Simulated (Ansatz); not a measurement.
Given:

CaB₃N₃:
```xyz
14
Lattice="4.3356 0.0000 0.0000 -2.1678 3.7548 0.0000 0.0000 0.0000 17.0914" Properties=species:S:1:pos:R:3 pbc="T T T"
B      2.8898     0.0000    12.8186
N      1.4456     2.5039    12.8186
N      2.8912     0.0000     4.2729
B      1.4449     2.5026     4.2729
B      0.7229     1.2522    12.8186
N      1.4444     0.0000    12.8186
N      0.7222     1.2509     4.2729
B      1.4459     0.0000     4.2729
B     -1.4449     2.5026    12.8186
N     -0.7222     1.2509    12.8186
N     -1.4456     2.5039     4.2729
B     -0.7229     1.2522     4.2729
Ca     0.0000     0.0000     8.5457
Ca     0.0000     0.0000     0.0000
```

This is the PBE-relaxed structure.

All from the program Ansatz at the PBE level (PAW), unless another level is named. Predict the electronic character.

metallic (no gap).

Give the formation energy from the elements (no fitted shifts).

-940 meV/atom.

Give the density of states at the Fermi level.

0.12 states/eV per atom (mean over ±0.08 eV).

Space group P6_3/mcm. The start of the workflow was typed in or built on a structure type; neither database checked (COD, Materials Project) lists it. Whether it is the stable phase at ambient conditions was not checked. Symmetry was held in the PBE relaxation; its stability against distortions is not shown here. The volume moved by 99 % from the start of the relaxation. The references are the lowest solids computed at this level, not always the standard phases (solids in place of the gases).

Potentials: the earlier of the program's two PAW sets.
